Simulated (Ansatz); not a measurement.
Sc$_{2}$SiB$_{2}$:
```xyz
5
Lattice="3.1310 0.0000 0.0000 -1.5655 2.7116 0.0000 0.0000 0.0000 7.7426" Properties=species:S:1:pos:R:3 pbc="T T T"
Sc     0.0000     1.8077     5.5790
Sc     0.0000     1.8077     2.1636
Si     0.0000     0.0000     0.0000
B      0.0000     0.0000     3.8713
B      1.5655     0.9039     3.8713
```

This is the PBEsol-relaxed structure.

### Question
All from PBEsol (plane waves, PAW; program Ansatz), unless another level is named. Estimate the electronic character.

### Answer
metallic (no gap).

### Question
What about the density of states at the Fermi level?

### Answer
0.54 states/eV per atom (mean over ±0.08 eV).

### Question
Predict the formation energy from the elements (no fitted shifts).

### Answer
-72 kJ/mol-atom.

Space group P-6m2. The start of the workflow was typed in or built on a structure type; neither database checked (COD, Materials Project) lists it. Whether it is the stable phase at ambient conditions was not checked. The cell was relaxed with PBEsol under the symmetry of its start; its stability against distortions is not shown here. No spin polarisation was allowed. The references are the lowest solids computed at this level, not always the standard phases.

Potentials: the earlier of the program's two PAW sets. The files were generated under PBE; for other functionals the program regenerates the frozen cores, and for LDA and PBEsol the local potential too.
